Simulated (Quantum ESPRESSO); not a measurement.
# Si4O6FN: one run as intended and one with a planted mistake

A calculation, not a measurement. The program is pw.x of Quantum ESPRESSO 7.5 (plane-wave density functional theory). The cell is made up: 12 atoms on a rutile lattice, with randomly drawn elements, strain and displacements, not relaxed. PseudoDojo standard norm-conserving files (v0.5 for PBE, v0.4.1 for LDA and PBEsol) set the functional; there is no spin polarisation, spin-orbit coupling or dispersion term, and the masses in the input are unused placeholders.

Intended input:

```
&control calculation='scf', pseudo_dir='./dojo.nc.sr.pbe.v0_5.standard.upf', outdir='./o', disk_io='low', tprnfor=.true., tstress=.true. /
&system ibrav=0, nat=12, ntyp=4, nbnd=38, ecutwfc=84.00895049, nosym=.true., tot_charge=0,
 occupations='smearing', smearing='fd', degauss=0.0018374661
/
&electrons conv_thr=7.350e-09, electron_maxstep=60, /
ATOMIC_SPECIES
F 1.0 F.upf
N 1.0 N.upf
O 1.0 O.upf
Si 1.0 Si.upf
CELL_PARAMETERS angstrom
4.1994 -0.0166 0.0215
-0.0166 4.2138 -0.0601
0.0273 -0.0764 5.4231
ATOMIC_POSITIONS angstrom
Si -0.0245 0.0123 -0.0231
Si 2.0913 2.019 1.2898
Si -0.0391 -0.0452 2.6819
Si 2.0576 2.0437 4.0258
O 1.2867 1.2858 0.0264
O 2.8899 2.926 -0.0376
F 3.3799 0.8494 1.3766
O 0.8051 3.425 1.2501
O 1.2887 1.3234 2.6662
O 2.8501 2.8448 2.6371
O 3.3291 0.7748 4.1052
N 0.8083 3.2809 4.0537
K_POINTS automatic
5 5 4 1 1 1
```

The log is shortened where brackets say so; the opening notice, blank lines, dates and the lines on written files are dropped, and the path of the files is cut. It prints rydbergs, bohrs and kilobars, and counts compression as positive stress. Where no state is partly filled, the Fermi energy that it prints is only some level between the filled and the empty states on the mesh, and need not lie in the true gap.

Log of the intended run:

```
     Program PWSCF v.7.5
     Parallel version (MPI & OpenMP), running on       4 processor cores
     Number of MPI processes:                 4
     Threads/MPI process:                     1
     [start-up lines left out]
     bravais-lattice index     =            0
     lattice parameter (alat)  =       7.9359  a.u.
     unit-cell volume          =     647.4413 (a.u.)^3
     number of atoms/cell      =           12
     number of atomic types    =            4
     number of electrons       =        64.00
     number of Kohn-Sham states=           38
     kinetic-energy cutoff     =      84.0090  Ry
     charge density cutoff     =     336.0358  Ry
     scf convergence threshold =      7.3E-09
     mixing beta               =       0.7000
     number of iterations used =            8  plain     mixing
     Exchange-correlation= PBE
                           (   1   4   3   4   0   0   0)
     [axes and pseudopotential details left out]
   Cartesian axes
     site n.     atom                  positions (alat units)
         1        Si     tau(   1) = (  -0.0058340   0.0029289  -0.0055007  )
         2        Si     tau(   2) = (   0.4979893   0.4807729   0.3071327  )
         3        Si     tau(   3) = (  -0.0093107  -0.0107632   0.6386255  )
         4        Si     tau(   4) = (   0.4899645   0.4866546   0.9586407  )
         5        O      tau(   5) = (   0.3063945   0.3061802   0.0062865  )
         6        O      tau(   6) = (   0.6881553   0.6967516  -0.0089535  )
         7        F      tau(   7) = (   0.8048362   0.2022628   0.3278019  )
         8        O      tau(   8) = (   0.1917139   0.8155756   0.2976792  )
         9        O      tau(   9) = (   0.3068708   0.3151337   0.6348869  )
        10        O      tau(  10) = (   0.6786780   0.6774159   0.6279575  )
        11        O      tau(  11) = (   0.7927395   0.1844987   0.9775478  )
        12        N      tau(  12) = (   0.1924759   0.7812619   0.9652844  )
     number of k points=    50  Fermi-Dirac smearing, width (Ry)=  0.0018
                       cart. coord. in units 2pi/alat
        k(    1) = (   0.0999028   0.1014477   0.0977226), wk =   0.0400000
        k(    2) = (   0.0989223   0.1042056   0.2913589), wk =   0.0400000
     [further k points left out]
     Dense  grid:    67355 G-vectors     FFT dimensions: (  48,  48,  60)
     Estimated max dynamical RAM per process >     159.75 MB
     Estimated total dynamical RAM >     589.67 MB
     Initial potential from superposition of free atoms
     starting charge      63.9975, renormalised to      64.0000
     Starting wfcs are   48 randomized atomic wfcs
     total cpu time spent up to now is        3.4 secs
     per-process dynamical memory:   128.6 Mb
     Self-consistent Calculation
     iteration #  1     ecut=    84.01 Ry     beta= 0.70
     Davidson diagonalization with overlap
     ethr =  1.00E-02,  avg # of iterations =  3.2
     total cpu time spent up to now is        9.5 secs
     total energy              =    -301.88445189 Ry
     estimated scf accuracy    <       2.76835279 Ry
     iteration #  2     ecut=    84.01 Ry     beta= 0.70
     Davidson diagonalization with overlap
     ethr =  4.33E-03,  avg # of iterations =  3.1
     total cpu time spent up to now is       15.5 secs
     total energy              =    -302.44366661 Ry
     estimated scf accuracy    <       2.36389992 Ry
     [iterations 3 to 10 left out]
     iteration # 11     ecut=    84.01 Ry     beta= 0.70
     Davidson diagonalization with overlap
     ethr =  5.92E-10,  avg # of iterations =  3.7
     total cpu time spent up to now is       64.7 secs
     total energy              =    -303.02689821 Ry
     estimated scf accuracy    <       0.00000001 Ry
     iteration # 12     ecut=    84.01 Ry     beta= 0.70
     Davidson diagonalization with overlap
     ethr =  2.04E-11,  avg # of iterations =  2.9
     total cpu time spent up to now is       70.2 secs
     End of self-consistent calculation
     [lines on levels left out]
     the Fermi energy is    13.3787 ev
!    total energy              =    -303.02689822 Ry
     estimated scf accuracy    <          1.5E-09 Ry
     smearing contrib. (-TS)   =       0.00000000 Ry
     internal energy E=F+TS    =    -303.02689822 Ry
     The total energy is F=E-TS. E is the sum of the following terms:
     one-electron contribution =     -34.81077898 Ry
     hartree contribution      =      66.45715609 Ry
     xc contribution           =     -81.67971711 Ry
     ewald contribution        =    -252.99355822 Ry
     convergence has been achieved in  12 iterations
     Forces acting on atoms (cartesian axes, Ry/au):
     atom    1 type  4   force =     0.14221296   -0.16443912   -0.20151080
     atom    2 type  4   force =    -0.12294195    0.20988769    0.03100030
     atom    3 type  4   force =     0.16894117   -0.17116831    0.24303358
     atom    4 type  4   force =    -0.04440330    0.09638445    0.02350169
     atom    5 type  3   force =    -0.02547348   -0.03155882    0.02841947
     atom    6 type  3   force =    -0.00130298   -0.01752116    0.09390936
     atom    7 type  1   force =     0.00497397   -0.01770639   -0.01067084
     atom    8 type  3   force =    -0.08168279    0.05650174    0.04300535
     atom    9 type  3   force =    -0.05305358   -0.10479841   -0.08284767
     atom   10 type  3   force =     0.06954323    0.04670934   -0.07323191
     atom   11 type  3   force =    -0.00018086    0.01115836   -0.03631211
     atom   12 type  2   force =    -0.05663240    0.08655063   -0.05829644
     Total force =     0.590802     Total SCF correction =     0.000063
     Computing stress (Cartesian axis) and pressure
          total   stress  (Ry/bohr**3)                   (kbar)     P=      110.33
   0.00085165  -0.00012229  -0.00012141          125.28      -17.99      -17.86
  -0.00012229   0.00068970   0.00047926          -17.99      101.46       70.50
  -0.00012141   0.00047926   0.00070861          -17.86       70.50      104.24
     init_run     :      3.22s CPU      3.34s WALL (       1 calls)
     electrons    :     66.43s CPU     66.76s WALL (       1 calls)
     forces       :      1.11s CPU      1.13s WALL (       1 calls)
     stress       :      3.84s CPU      3.88s WALL (       1 calls)
     [timing details left out]
     PWSCF        :   1m14.73s CPU   1m15.29s WALL
     JOB DONE.
```

A second run has one planted mistake: the k-point mesh is too coarse. The input lines that differ, file-writing options aside:

```
- 5 5 4 1 1 1
+ 2 2 2 1 1 1
```

Its log:

```
     Program PWSCF v.7.5
     Parallel version (MPI & OpenMP), running on       4 processor cores
     Number of MPI processes:                 4
     Threads/MPI process:                     1
     [start-up lines left out]
     bravais-lattice index     =            0
     lattice parameter (alat)  =       7.9359  a.u.
     unit-cell volume          =     647.4413 (a.u.)^3
     number of atoms/cell      =           12
     number of atomic types    =            4
     number of electrons       =        64.00
     number of Kohn-Sham states=           38
     kinetic-energy cutoff     =      84.0090  Ry
     charge density cutoff     =     336.0358  Ry
     scf convergence threshold =      7.3E-09
     mixing beta               =       0.7000
     number of iterations used =            8  plain     mixing
     Exchange-correlation= PBE
                           (   1   4   3   4   0   0   0)
     [axes and pseudopotential details left out]
   Cartesian axes
     site n.     atom                  positions (alat units)
         1        Si     tau(   1) = (  -0.0058340   0.0029289  -0.0055007  )
         2        Si     tau(   2) = (   0.4979893   0.4807729   0.3071327  )
         3        Si     tau(   3) = (  -0.0093107  -0.0107632   0.6386255  )
         4        Si     tau(   4) = (   0.4899645   0.4866546   0.9586407  )
         5        O      tau(   5) = (   0.3063945   0.3061802   0.0062865  )
         6        O      tau(   6) = (   0.6881553   0.6967516  -0.0089535  )
         7        F      tau(   7) = (   0.8048362   0.2022628   0.3278019  )
         8        O      tau(   8) = (   0.1917139   0.8155756   0.2976792  )
         9        O      tau(   9) = (   0.3068708   0.3151337   0.6348869  )
        10        O      tau(  10) = (   0.6786780   0.6774159   0.6279575  )
        11        O      tau(  11) = (   0.7927395   0.1844987   0.9775478  )
        12        N      tau(  12) = (   0.1924759   0.7812619   0.9652844  )
     number of k points=     4  Fermi-Dirac smearing, width (Ry)=  0.0018
                       cart. coord. in units 2pi/alat
        k(    1) = (   0.2500021   0.2529298   0.1958973), wk =   0.5000000
        k(    2) = (   0.2519630   0.2474139  -0.1913754), wk =   0.5000000
     [further k points left out]
     Dense  grid:    67355 G-vectors     FFT dimensions: (  48,  48,  60)
     Estimated max dynamical RAM per process >      96.29 MB
     Estimated total dynamical RAM >     335.83 MB
     Initial potential from superposition of free atoms
     starting charge      63.9975, renormalised to      64.0000
     Starting wfcs are   48 randomized atomic wfcs
     total cpu time spent up to now is        1.5 secs
     per-process dynamical memory:    63.1 Mb
     Self-consistent Calculation
     iteration #  1     ecut=    84.01 Ry     beta= 0.70
     Davidson diagonalization with overlap
     ethr =  1.00E-02,  avg # of iterations =  3.0
     total cpu time spent up to now is        2.0 secs
     total energy              =    -301.88988105 Ry
     estimated scf accuracy    <       2.76310354 Ry
     iteration #  2     ecut=    84.01 Ry     beta= 0.70
     Davidson diagonalization with overlap
     ethr =  4.32E-03,  avg # of iterations =  3.0
     total cpu time spent up to now is        2.5 secs
     total energy              =    -302.20487102 Ry
     estimated scf accuracy    <       2.93206791 Ry
     [iterations 3 to 10 left out]
     iteration # 11     ecut=    84.01 Ry     beta= 0.70
     Davidson diagonalization with overlap
     ethr =  6.17E-10,  avg # of iterations =  3.8
     total cpu time spent up to now is        6.7 secs
     total energy              =    -303.03059773 Ry
     estimated scf accuracy    <       0.00000001 Ry
     iteration # 12     ecut=    84.01 Ry     beta= 0.70
     Davidson diagonalization with overlap
     ethr =  2.19E-11,  avg # of iterations =  2.8
     total cpu time spent up to now is        7.2 secs
     End of self-consistent calculation
     [lines on levels left out]
     the Fermi energy is    14.0435 ev
!    total energy              =    -303.03059773 Ry
     estimated scf accuracy    <          5.8E-10 Ry
     smearing contrib. (-TS)   =       0.00000000 Ry
     internal energy E=F+TS    =    -303.03059773 Ry
     The total energy is F=E-TS. E is the sum of the following terms:
     one-electron contribution =     -34.80263892 Ry
     hartree contribution      =      66.44112207 Ry
     xc contribution           =     -81.67552266 Ry
     ewald contribution        =    -252.99355822 Ry
     convergence has been achieved in  12 iterations
     Forces acting on atoms (cartesian axes, Ry/au):
     atom    1 type  4   force =     0.14214127   -0.16429983   -0.20099319
     atom    2 type  4   force =    -0.12280646    0.20977412    0.03124827
     atom    3 type  4   force =     0.16866900   -0.17100994    0.24245555
     atom    4 type  4   force =    -0.04447090    0.09638146    0.02318594
     atom    5 type  3   force =    -0.02650591   -0.03237452    0.02723720
     atom    6 type  3   force =    -0.00052050   -0.01647242    0.09294607
     atom    7 type  1   force =     0.00451677   -0.01715922   -0.01077907
     atom    8 type  3   force =    -0.08094705    0.05562462    0.04238880
     atom    9 type  3   force =    -0.05383725   -0.10548710   -0.08179893
     atom   10 type  3   force =     0.07026484    0.04752495   -0.07194057
     atom   11 type  3   force =    -0.00091979    0.01190408   -0.03637317
     atom   12 type  2   force =    -0.05558402    0.08559381   -0.05757691
     Total force =     0.589496     Total SCF correction =     0.000057
     Computing stress (Cartesian axis) and pressure
          total   stress  (Ry/bohr**3)                   (kbar)     P=      110.30
   0.00085808  -0.00012291  -0.00012038          126.23      -18.08      -17.71
  -0.00012291   0.00069558   0.00047809          -18.08      102.32       70.33
  -0.00012038   0.00047809   0.00069568          -17.71       70.33      102.34
     init_run     :      1.41s CPU      1.45s WALL (       1 calls)
     electrons    :      5.61s CPU      5.65s WALL (       1 calls)
     forces       :      0.20s CPU      0.22s WALL (       1 calls)
     stress       :      0.39s CPU      0.39s WALL (       1 calls)
     [timing details left out]
     PWSCF        :      7.68s CPU      7.79s WALL
     JOB DONE.
```

|  | intended run | run with the mistake |
| --- | --- | --- |
| free energy (eV) | -4122.891 | -4122.941 |
| smearing term -TS (eV) | 0.0000 | 0.0000 |
| pressure (GPa) | 11.03 | 11.03 |
| largest force component (eV/Å) | 6.249 | 6.234 |
| largest change of a force component (eV/Å) |  | 0.033 |
| iterations | 12 | 12 |

For scale, a rerun of the intended cell at a cutoff of 1437 eV and k mesh 7 x 7 x 6 moved values by no more than 0.003 eV in energy, 0.04 GPa in stress and 0.003 eV/Å in force.